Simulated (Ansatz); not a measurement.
Suppose Pr2F3 takes space group P4/mmm (No. 123), with Pr on 2h; F on 2g and 1a.

Theory: Ansatz 0.2.0, DFT PBE, scalar-relativistic, plane waves, PAW, and for the lanthanide a 4f-in-core norm-conserving potential. Cutoff 660 eV, Γ-centred mesh, Gaussian smearing, no spin polarisation.

Energies over the elements count from the elements' standard structures at the same level (F₂ as a molecule), with no fitted energy shifts.

Task: Which cell and coordinates does it relax to?

Result:

Space group P4/mmm (No. 123). a = 3.391 Å, b = 3.391 Å, c = 7.783 Å, α = 90.00°, β = 90.00°, γ = 90.00°
```json
{"atom": "Pr", "site": "2h", "symmetry": "4mm", "x": "0.5000", "y": "0.5000", "z": "0.2223"}
{"atom": "F", "site": "2g", "symmetry": "4mm", "x": "0.0000", "y": "0.0000", "z": "0.3239"}
{"atom": "F", "site": "1a", "symmetry": "4/mmm", "x": "0.0000", "y": "0.0000", "z": "0.0000"}
```

Around Pr lie 4 F at 2.52 Å and 4 F at 2.96 Å; F on a site of symmetry 4mm has 1 F at 2.52 Å, 4 Pr at 2.52 Å and 1 F at 2.74 Å; F on a site of symmetry 4/mmm has 2 F at 2.52 Å (long against the sum of covalent radii). Another local minimum with the same sites may exist.

Task: And its energy and gap?

Result: The formation energy is −2.55 eV/atom and the gap on the 12×12×6 mesh of the 5-atom cell is 0 eV (a metal).

The last run used Gaussian smearing of 0.10 eV. An odd number of valence electrons (the lanthanide is held trivalent, its 4f shell in the core) allows no gap without spin; another valence of the lanthanide, a larger cell or a magnetic state could open one. A structure relaxed within its symmetry needn't be a true minimum. Another cell of Pr2F3 relaxed alike, in P-4m2, lies 300 meV/atom lower, so this cell isn't the stable form at this level.

The lanthanide is trivalent by construction, without f bands, f moments or other valences. The reference runs of the other elements, and any phases without the lanthanide, used 420 eV, which shifts energies against them by under 10 meV/atom. The lanthanide's reference is the lowest of its hcp, dhcp and fcc cells.
